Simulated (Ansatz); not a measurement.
Relaxed GaN (zinc blende):

```
CELL_PARAMETERS angstrom
      0.00000     4.54850     4.54850
      2.27425     2.27425     4.54850
      2.27425     2.27425     0.00000
ATOMIC_POSITIONS crystal
  N  0.00000 0.75000 0.75000
  N  0.50000 0.75000 0.75000
  Ga 0.00000 0.00000 0.00000
  Ga 0.50000 0.00000 0.00000
```

A phonon eigenvector at X = (0.5, 0.5, 0.0) is frozen into this cell: atom i moves by Q times the vector below, so Q is the largest atomic displacement, in Å. The cell is held. It is one choice among 2 degenerate patterns. (q is in reciprocal vectors of the primitive cell; the cell shown is doubled to hold the pattern.)

```csv
atom,x,y,z
N1,0.000,-1.000,0.000
N2,0.000,1.000,0.000
Ga3,0.115,0.000,0.000
Ga4,-0.115,0.000,0.000
```

Calculation: PBE (plane waves to 420 eV, PAW, scalar-relativistic; Ansatz, an electronic-structure program). k mesh 12×12×12 (Γ-centred), Fermi-Dirac smearing 0.05 eV. E stands for the smeared free energy. GaN was relaxed with its symmetry unable to fall. ΔE is measured from the undisplaced structure.

| Q (Å) | ΔE (meV/cell) |
|---|---|
| -0.1000 | 182.4 |
| -0.0833 | 126.7 |
| -0.0667 | 81.1 |
| -0.0500 | withheld |
| -0.0333 | 20.3 |
| -0.0167 | 5.1 |
| 0.0000 | 0.0 |
| 0.0167 | 5.1 |
| 0.0333 | 20.3 |
| 0.0500 | withheld |
| 0.0667 | 81.1 |
| 0.0833 | 126.7 |
| 0.1000 | 182.4 |

Problem. Fit an even polynomial form (powers 2, 4) to the given rows and predict ΔE at Q = 0.0500.

Solution. Least squares on the 11 given rows: ΔE = (18260)·Q² + (-1573)·Q⁴, in meV/cell with Q in Å; root-mean-square residual 0.06 meV/cell. At 0.0500 the fit gives 45.6 meV/cell; the calculation gives 45.6 meV/cell, the same to the digits shown. The quadratic term alone would give 45.7 meV/cell.

(A displaced cell: forces are minus the slopes of the energy, force constants its curvatures, and phonons follow from these.)
